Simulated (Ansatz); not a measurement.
Ansatz input file:

```yaml
crystal:
  lattice:
    - [1.3732570871, 0.7928503489, 4.2940077346]
    - [-1.3732570871, 0.7928503489, 4.2940077346]
    - [0.0, -1.5857006978, 4.2940077346]
  atoms:
    - { symbol: Cu, position: [0.0, 0.0, 0.0] }
    - { symbol: Pt, position: [0.5, 0.5, 0.5] }
basis:
  ecutwfc: 500
kpoints:
  mp_grid: { grid: [18, 18, 18] }
hamiltonian:
  xc: r2scan
scf:
  occupations: { method: gaussian, width: 0.1 }
output:
  forces: true
  stress: true
  eigenvalues: true
relax:
  adjacent_minimum: "off"
  f_tol: 0.01
  max_steps: 30
  cell: { stress_tol: 0.1, fix: [volume] }
```

Launched with
```bash
ansatz run input.yaml --threads 1 --pin off --max-ram 2560MiB --backend cpu --events-out ev --progress --plain --runs-dir out
```

Method: Ansatz 0.2.0, DFT r2SCAN, scalar-relativistic, plane waves, PAW.

Abridged output (iterations and final results):

```
SCF iter   1: F=—  HF=-19168.404383 eV  |F-HF|=—  |Δ(HF+E_count)|=         —  Δρ=3.62e-2  dr2=2.14e-1  dr2_τ=1.22e-2  ethr=1.77e-3  ⟨swp⟩=5.0  Hψ=51657  notcnv=0
SCF iter   2: F=—  HF=-19168.399376 eV  |F-HF|=—  |Δ(HF+E_count)|=   5.01e-3  Δρ=2.00e-2  dr2=7.75e-2  dr2_τ=2.93e-3  ethr=5.79e-4  ⟨swp⟩=2.0  Hψ=24663  notcnv=0  defer=235
SCF iter   3: F=—  HF=-19168.380361 eV  |F-HF|=—  |Δ(HF+E_count)|=   1.90e-2  Δρ=1.12e-2  dr2=2.35e-2  dr2_τ=8.20e-4  ethr=2.09e-4  ⟨swp⟩=2.0  Hψ=20358  notcnv=0  defer=235
SCF iter   4: F=—  HF=-19168.377026 eV  |F-HF|=—  |Δ(HF+E_count)|=   3.34e-3  Δρ=3.25e-3  dr2=2.28e-3  dr2_τ=6.20e-5  ethr=6.35e-5  ⟨swp⟩=1.0  Hψ=17983  notcnv=0  defer=234
SCF iter   5: F=—  HF=-19168.376868 eV  |F-HF|=—  |Δ(HF+E_count)|=   1.57e-4  Δρ=1.32e-3  dr2=2.79e-4  dr2_τ=6.77e-6  ethr=6.15e-6  ⟨swp⟩=2.2  Hψ=17315  notcnv=0  defer=234
SCF iter   6: F=—  HF=-19168.377093 eV  |F-HF|=—  |Δ(HF+E_count)|=   2.25e-4  Δρ=3.11e-4  dr2=2.08e-5  dr2_τ=1.49e-6  ethr=7.55e-7  ⟨swp⟩=2.0  Hψ=18971  notcnv=0  defer=234
SCF iter   7: F=—  HF=-19168.377110 eV  |F-HF|=—  |Δ(HF+E_count)|=   1.66e-5  Δρ=1.14e-4  dr2=3.12e-6  dr2_τ=7.43e-8  ethr=5.61e-8  ⟨swp⟩=2.0  Hψ=20175  notcnv=0  defer=234
SCF iter   8: F=—  HF=-19168.377114 eV  |F-HF|=—  |Δ(HF+E_count)|=   4.13e-6  Δρ=2.37e-5  dr2=1.24e-7  dr2_τ=3.45e-9  ethr=8.44e-9  ⟨swp⟩=2.0  Hψ=19539  notcnv=0  defer=234
SCF iter   9: F=-19168.377114 eV  HF=-19168.377114 eV  |F-HF|=6.34e-9  |Δ(HF+E_count)|=   2.91e-7  Δρ=5.72e-6  dr2=8.76e-9  dr2_τ=3.26e-10  ethr=2.70e-10  ⟨swp⟩=6.3  Hψ=55690  notcnv=0
SCF 1 converged in 9 iterations: F = -19168.377114 eV  dr2 = 8.76e-9
relax step   1: F+E_penalty+E_count = -19168.37711444 eV  Δ(F+E_penalty+E_count) = +0.000e0 eV  max|allowed force component| = 3.004e-28 eV/Å  Δτ_max = 0.0000 Å  P = -5.947 GPa  Ω = 28.052 Å³  fix = [volume]  reactions: volume -5.947 GPa (9 SCF iters, dr2 threshold 1.00e-7 eV, accepted)
Initial density: handed on by an earlier stage of this run
Initial wavefunctions: those handed on with the density
SCF iter   1: F=—  HF=-19168.377096 eV  |F-HF|=—  |Δ(HF+E_count)|=         —  Δρ=1.59e-4  dr2=3.98e-6  dr2_τ=5.75e-5  ethr=1.68e-8  ⟨swp⟩=3.3  Hψ=71607  notcnv=0
SCF iter   2: F=—  HF=-19168.377147 eV  |F-HF|=—  |Δ(HF+E_count)|=   5.09e-5  Δρ=7.54e-5  dr2=7.47e-7  dr2_τ=6.75e-8  ethr=1.08e-8  ⟨swp⟩=2.0  Hψ=24148  notcnv=0
SCF iter   3: F=—  HF=-19168.377147 eV  |F-HF|=—  |Δ(HF+E_count)|=   7.86e-9  Δρ=6.39e-5  dr2=9.57e-7  dr2_τ=1.59e-8  ethr=2.02e-9  ⟨swp⟩=2.2  Hψ=20768  notcnv=0
SCF iter   4: F=—  HF=-19168.377147 eV  |F-HF|=—  |Δ(HF+E_count)|=   6.85e-8  Δρ=2.74e-5  dr2=1.18e-7  dr2_τ=1.28e-8  ethr=2.02e-9  ⟨swp⟩=2.0  Hψ=16913  notcnv=0
SCF iter   5: F=-19168.377147 eV  HF=-19168.377147 eV  |F-HF|=7.10e-9  |Δ(HF+E_count)|=  9.90e-10  Δρ=1.24e-5  dr2=3.05e-8  dr2_τ=9.13e-10  ethr=2.86e-10  ⟨swp⟩=4.0  Hψ=44778  notcnv=0
SCF 2 converged in 5 iterations: F = -19168.377147 eV  dr2 = 3.05e-8
relax step   2: F+E_penalty+E_count = -19168.37714692 eV  Δ(F+E_penalty+E_count) = -3.248e-5 eV  max|allowed force component| = 2.819e-28 eV/Å  Δτ_max = 0.0000 Å  P = -5.940 GPa  Ω = 28.052 Å³  energy of the carried Pulay correction = +1.983e-6 eV  fix = [volume]  reactions: volume -5.940 GPa (5 SCF iters, dr2 threshold 1.06e-7 eV, accepted)
Initial wavefunctions: pseudopotential atomic-orbital guess (no wavefunctions were taken with the density)
SCF iter   1: F=—  HF=-19168.377145 eV  |F-HF|=—  |Δ(HF+E_count)|=         —  Δρ=1.23e-5  dr2=2.93e-8  dr2_τ=2.41e-9  ethr=8.08e-9  ⟨swp⟩=4.1  Hψ=96352  notcnv=0
SCF iter   2: F=—  HF=-19168.377145 eV  |F-HF|=—  |Δ(HF+E_count)|=   1.70e-7  Δρ=5.47e-6  dr2=1.91e-8  dr2_τ=5.15e-10  ethr=7.91e-11  ⟨swp⟩=2.0  Hψ=20083  notcnv=0
SCF iter   3: F=—  HF=-19168.377145 eV  |F-HF|=—  |Δ(HF+E_count)|=  6.51e-10  Δρ=8.45e-6  dr2=1.40e-8  dr2_τ=3.41e-10  ethr=5.17e-11  ⟨swp⟩=2.0  Hψ=16846  notcnv=0
SCF iter   4: F=—  HF=-19168.377145 eV  |F-HF|=—  |Δ(HF+E_count)|=  8.11e-10  Δρ=3.02e-6  dr2=1.63e-9  dr2_τ=8.00e-11  ethr=3.78e-11  ⟨swp⟩=2.0  Hψ=19248  notcnv=0
SCF iter   5: F=—  HF=-19168.377145 eV  |F-HF|=—  |Δ(HF+E_count)|=  2.51e-10  Δρ=1.58e-6  dr2=6.84e-10  dr2_τ=1.22e-11  ethr=4.39e-12  ⟨swp⟩=2.2  Hψ=16009  notcnv=0
SCF iter   6: F=—  HF=-19168.377145 eV  |F-HF|=—  |Δ(HF+E_count)|=  8.37e-11  Δρ=6.14e-7  dr2=1.42e-10  dr2_τ=1.28e-12  ethr=1.85e-12  ⟨swp⟩=2.5  Hψ=21559  notcnv=0
SCF iter   7: F=-19168.377145 eV  HF=-19168.377145 eV  |F-HF|=7.28e-12  |Δ(HF+E_count)|=  1.46e-11  Δρ=1.85e-7  dr2=5.38e-12  dr2_τ=1.88e-13  ethr=1.00e-12  ⟨swp⟩=4.0  Hψ=44741  notcnv=0
SCF 3 converged in 7 iterations: F = -19168.377145 eV  dr2 = 5.38e-12
SCF converged after 7 iterations
Free energy (F): -19168.377145 eV
Harris-Foulkes:  -19168.377145 eV  (|F-HF|=7.28e-12)
Internal energy: -19168.370385 eV  (E = F + TS)
E sigma→0 (E₀):  -19168.373765 eV
Entropy (-TS):   -0.006761 eV (-3.380 meV/atom)
Fermi energy:    19.029103 eV
--- Per-component energies (eV) ---
  E_band       = -546.010889
  E_kinetic    = 937.210513
  E_local      = -5759.836431  (includes V_loc(G=0)·N_el)
  E_nonlocal   = 601.946276
  E_hartree    = 2451.192586
  E_xc         = -333.231035
  E_vxc        = -461.002433  (∫ρ·V_xc dr)
  E_paw        = -11162.358027  (= ΣΔE_a)
  E_vpaw       = -797.079473  (= ΣTr[D̂ρ^β])
  E_aug_tail   = 0.000310  (compensation charges beyond the density's cutoff)
  E_vtau       = 30.365085  (kinetic-family band-sum trace: ∫τ·v_τ [+ j·A + Jᵃ·Aᵃ] dr)
  E_ewald      = -5902.761974
  E_core_change = -0.532602  (= ΣΔE_core)
  E_smearing   = -0.006761  (= −TS)
--- Forces (eV/Å), atoms counted from 1 ---
  atom   1  Cu     0.00000000     0.00000000     0.00000000
  atom   2  Pt     0.00000000     0.00000000     0.00000000
--- Stress (GPa, compression-positive) ---
       -5.972629       0.000000       0.000000
        0.000000      -5.972629       0.000000
        0.000000       0.000000      -5.873409
  P = ⅓ Tr σ = -5.9396 GPa (-59.396 kbar)
--- Band table (eV; the first three rows and the last of 580) ---
  k-point 0: bands = ["-96.8031", "-81.3123", "-52.6607", "-52.6130", "-52.6130", "-34.8073", "-34.7801", "-34.7801", "9.3574", "12.8520", "15.3735", "15.3735", "16.2709", "16.2709", "16.4607", "17.2691", "17.2691", "18.6130", "18.6130", "19.1091", "24.9724", "35.1831", "38.1687"]
  k-point 1: bands = ["-96.8030", "-81.3114", "-52.6606", "-52.6140", "-52.6132", "-34.8056", "-34.7935", "-34.7833", "9.4728", "12.9313", "15.3128", "15.4524", "16.2192", "16.2910", "16.4796", "17.2379", "17.2801", "17.9594", "18.5820", "19.8540", "25.0040", "35.3307", "37.4360"]
  k-point 2: bands = ["-96.8027", "-81.3089", "-52.6602", "-52.6171", "-52.6140", "-34.8319", "-34.8008", "-34.7927", "9.8107", "13.1584", "15.1506", "15.6784", "16.0447", "16.3511", "16.5331", "17.1351", "17.2838", "17.3180", "18.4927", "20.8295", "25.1213", "35.1547", "36.2838"]
  k-point 579: bands = ["-96.8031", "-81.3123", "-52.6603", "-52.6130", "-52.6130", "-34.8097", "-34.7802", "-34.7802", "10.6578", "12.7723", "15.2078", "15.6106", "15.6106", "16.3363", "16.6478", "16.6478", "17.1558", "17.1558", "17.9059", "17.9059", "31.8160", "35.1395", "35.6183"]
--- Relaxed structure (2 steps of the walk, 2 accepted, 1 SCFs on fresh bases) ---
  F+E_penalty+E_count = -19168.37714544 eV   max|allowed force component| = 2.682e-28 eV/Å   (the final SCF, on the basis selected at the relaxed cell)
  cell:  # Å, volume = 28.0516 Å³
    - [1.37266902, 0.79251082, 4.29768771]
    - [-1.37266902, 0.79251082, 4.29768771]
    - [0.0, -1.58502165, 4.29768771]
  atoms:
    - { symbol: Cu, position: [0.0, 0.0, 0.0] }
    - { symbol: Pt, position: [0.49999999, 0.49999999, 0.49999999] }
```

The relaxation met its thresholds.

It took 58 s on 1 thread of Intel(R) Xeon(R) 6975P-C (Granite Rapids), with other jobs on the host, peak memory 0.82 GiB.

Spin–orbit coupling is left out, which can shift energies with elements as heavy as these.